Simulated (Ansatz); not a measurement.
A geometry of LiNbO$_{3}$ away from equilibrium: step 3 of the relaxation of a relaxed LiNbO3 cell displaced along its unstable phonon at q = Γ (258i cm⁻¹), largest move 0.15 Å. Calculation: PBE (plane waves to 420 eV, PAW, scalar-relativistic; Ansatz, a quantum-chemistry and plane-wave program). Γ-centred k-mesh 5×5×5 on the run's cell (coarser than for final values), Fermi–Dirac smearing 0.05 eV.

```xyz
10
Lattice="5.4622 0.0000 0.0000 -2.7311 4.7304 0.0000 0.0000 0.0000 5.4840" Properties=species:S:1:pos:R:3:forces:R:3 pbc="T T T" free_energy=-12925.813 pressure_GPa=-3.0
Li     0.0000     3.1536     4.1130    0.0000    0.0000    0.0000
Li     2.7311     1.5768     1.3710    0.0000    0.0000    0.0000
Nb     0.0000     0.0000     0.0000    0.0000    0.0000    0.0000
Nb     0.0000     0.0000     2.7420    0.0000    0.0000    0.0000
O      0.4488     1.4144     1.3710    0.8587   -0.6490    0.0000
O      1.2818     4.4119     1.3710    0.1327    1.0681    0.0000
O     -1.7306     3.6346     1.3710   -0.9914   -0.4192    0.0000
O      3.1799     3.3160     4.1130    0.8587    0.6490    0.0000
O      1.0005     1.0958     4.1130   -0.9914    0.4192    0.0000
O      4.0129     0.3185     4.1130    0.1327   -1.0681    0.0000
```

Positions in Å, forces in eV/Å, free energy of the cell in eV (comparable only within this code, potentials and settings). Largest force: 1.08 eV/Å, on O5, O6, O7, O8, O9, O10 (atoms numbered as listed); the geometry lies 0.17 eV/atom above the end of its relaxation.

No spin polarisation in the result.

The run could not lose the symmetry of its start: the end is stationary, and may be a saddle point rather than a minimum.

The end of the path is a generated cell of LiNbO3: the first start was made by placing the elements on the sites of a structure type, and the end was not matched to a known phase here, so it may be hypothetical. Known forms of LiNbO3 include space group No. 161.
